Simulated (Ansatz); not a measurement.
NbSiO in space group P4/nmm (No. 129; Nb on 2c, Si on 2a, O on 2c) under volume change, plane-wave PAW PBE (Ansatz code), shape and atoms relaxed at each volume.

```csv
V (Å³/atom),E − E(relaxed) (meV/atom),P (GPa)
11.337,70.7,22.06
11.711,29.6,13.45
12.084,(withheld),(withheld)
12.458,0.0,0.00
12.832,(withheld),(withheld)
13.206,23.7,-9.60
13.579,50.5,-13.25
```

**Question.** Some entries are withheld; supply them.

**Answer.** 
- 12.832, E − E(relaxed) (meV/atom): 6.3
- 12.832, P (GPa): -5.23
- 12.084, E − E(relaxed) (meV/atom): 7.0
- 12.084, P (GPa): 6.17

**Question.** What does a third-order Birch–Murnaghan fit give for V₀, B₀ and B′?

**Answer.** V₀ = 12.46 Å³/atom, B₀ = 188 GPa, B′ = 4.6.

The start of the workflow was typed in or built on a structure type; neither database checked (COD, Materials Project) lists it. Whether it is the stable phase at ambient conditions was not checked. The PBE relaxation kept the symmetry of its start; its stability against distortions is not shown here. The workflow began spin-polarised and lost its moments.

Potentials: the later of the program's two PAW sets.
